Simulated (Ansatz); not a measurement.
# BaH$_{4}$ (C2/m) at 4 levels of theory

One geometry, relaxed with PBE; plane waves with PAW potentials in Ansatz, scalar-relativistic unless the row names spin-orbit coupling. No spin polarisation but for the spin–orbit row. Gaps are the least over mesh and band path; pressure is positive in compression.

```xyz
5
Lattice="3.7841 -2.2821 -0.0011 3.7841 2.2821 -0.0011 -2.3625 0.0000 3.7212" Properties=species:S:1:pos:R:3 pbc="T T T"
Ba   -1.1813    0.0000    1.8606
H     3.8172    0.0000    2.8263
H     1.3886    0.0000    0.8927
H     1.7885    0.0000    3.6030
H     3.4173    0.0000    0.1160
```

| level | cutoff (eV) | k mesh | gap (eV) | pressure (GPa) |
| --- | --- | --- | --- | --- |
| PBE | 420 | 6×6×6 | 2.60 | 0.0 |
| r2SCAN | 500 | 6×6×6 | 3.04 | -0.4 |
| PBE with spin-orbit coupling | 420 | 6×6×6 | 2.61 | 0.0 |
| PBEsol | 420 | 6×6×6 | 2.41 | -1.6 |

Spin-orbit coupling matters for the bands of heavy elements and enters only rows that name it.

The cell was found from a structure generator's guess, not taken from experiment.
